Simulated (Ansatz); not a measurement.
The end point of a relaxation of P. All values below come from PBEsol (plane waves to 420 eV, PAW, scalar-relativistic; Ansatz, an electronic-structure program).

```cif
data_P
_chemical_formula_sum 'P1'
_space_group_name_H-M_alt 'P 1'
_space_group_IT_number 1
_cell_length_a 2.42070
_cell_length_b 2.42070
_cell_length_c 2.42070
_cell_angle_alpha 90.000
_cell_angle_beta 90.000
_cell_angle_gamma 90.000
loop_
_space_group_symop_operation_xyz
  'x, y, z'
loop_
_atom_site_label
_atom_site_type_symbol
_atom_site_fract_x
_atom_site_fract_y
_atom_site_fract_z
_atom_site_occupancy
P1 P 0.00000 0.00000 0.00000 1
```

**Question.** Determine the symmetry and give the standard cell with its independent sites.

**Answer.** Space group Pm-3m (No. 221); a = b = c = 2.4207 Å, α = β = γ = 90.00°

```json
[
 {"atom": "P", "site": "1a", "symmetry": "m-3m", "x": "0.0000", "y": "0.0000", "z": "0.0000"}
]
```

This is the simple cubic type.

**Question.** Give the shortest distances between elements (the closest pairs, up to four, under 3.6 Å).

**Answer.** P–P 2.42 Å.

- Volume per atom: 14.18 Å³
- Band gap: zero (metallic)

No spin polarisation in the result. The relaxed primitive cell holds an odd number of electrons. A magnetic state may lie lower.

The run could not lose the symmetry of its start.

The relaxed structure has the type that P is known to take under pressure; here it was relaxed at zero pressure, from a generated start.
